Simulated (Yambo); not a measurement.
Yambo run on Ba$_{2}$WZnO$_{6}$ (space group Fm-3m, No. 225). The wavefunctions come from this Quantum ESPRESSO step (PBEsol, PseudoDojo standard norm-conserving files, scalar-relativistic):

```
&CONTROL
  calculation = 'nscf'
  pseudo_dir = './pseudo'
  outdir = './out'
/
&SYSTEM
  ibrav = 0
  nat = 10
  ntyp = 4
  ecutwfc = 84.0
  ecutrho = 336.0
  occupations = 'fixed'
  force_symmorphic = .true.
  nbnd = 224
/
&ELECTRONS
  conv_thr = 1e-08
  diago_full_acc = .true.
  diago_thr_init = 1e-08
/
ATOMIC_SPECIES
O 15.9990 O.upf
Zn 65.3800 Zn.upf
Ba 137.3270 Ba.upf
W 183.8400 W.upf
CELL_PARAMETERS angstrom
  0.000000000000   4.130250000000   4.130250000000
  4.130250000000   0.000000000000   4.130250000000
  4.130250000000   4.130250000000   0.000000000000
ATOMIC_POSITIONS crystal
O   0.762340000000   0.237660000000   0.762340000000
O   0.237660000000   0.762340000000   0.237660000000
O   0.762340000000   0.237660000000   0.237660000000
O   0.237660000000   0.762340000000   0.762340000000
O   0.762340000000   0.762340000000   0.237660000000
O   0.237660000000   0.237660000000   0.762340000000
Zn   0.500000000000   0.500000000000   0.500000000000
Ba   0.750000000000   0.750000000000   0.750000000000
Ba   0.250000000000   0.250000000000   0.250000000000
W   0.000000000000   0.000000000000   0.000000000000
K_POINTS automatic
2 2 2 0 0 0
```

Yambo input:

```
rim_cut
gw0
dyson
el_el_corr
HF_and_locXC
ppa
em1d
RandQpts= 1000000
RandGvec= 1 Ry
EXXRLvcs= 84 Ry
VXCRLvcs= 336 Ry
Chimod= "HARTREE"
% BndsRnXp
 6 | 222 |
%
NGsBlkXp= 7 Ry
% LongDrXp
 1.0 | 1.0 | 1.0 |
%
PPAPntXp= 27.2114 eV
% GbndRnge
 1 | 222 |
%
GTermKind= "BG"
DysSolver= "n"
ExtendOut
% QPkrange
 1 | 1 | 45 | 46 |
 2 | 2 | 45 | 46 |
 3 | 3 | 45 | 46 |
%
```

k points by index: 1 = Γ, 2 = L, 3 = X.

Resulting energies as the program prints them:

```
#    K-point    Band    Eo [eV]    E [eV]    E-Eo [eV]    Vxc [eV]    Vnlxc [eV]    Sc|Eo [eV]    Sc|E [eV]    dSc/dw|Eo [eV]    Re(Z)    Im(Z)
#
    1    45    0.000000    -0.389952    -0.389952    -19.59362    -24.75244    4.651918    4.768871    -8.158329    0.769339    -0.001435
    1    46    3.180305    4.354376    1.174071    -17.60109    -12.58700    -3.556226    -3.840017    -6.576931    0.805347    -0.001110
    2    45    -0.095629    -0.669232    -0.573603    -22.01005    -27.27880    4.534624    4.695146    -7.613466    0.781376    -0.001274
    2    46    3.227339    4.454737    1.227399    -17.38920    -12.02305    -3.842837    -4.138755    -6.560257    0.805746    -0.603324E-3
    3    45    -0.046408    -0.442679    -0.396270    -19.47085    -24.60640    4.620880    4.739281    -8.127710    0.770005    -0.001433
    3    46    2.880879    4.049110    1.168231    -16.67757    -11.28695    -3.952269    -4.222382    -6.291154    0.812217    -0.001161
```
(The two width columns are left out.) Convergence of these settings isn't established.

Spin-orbit coupling is not included.

Geometry of the Materials Project entry, not relaxed at this level.
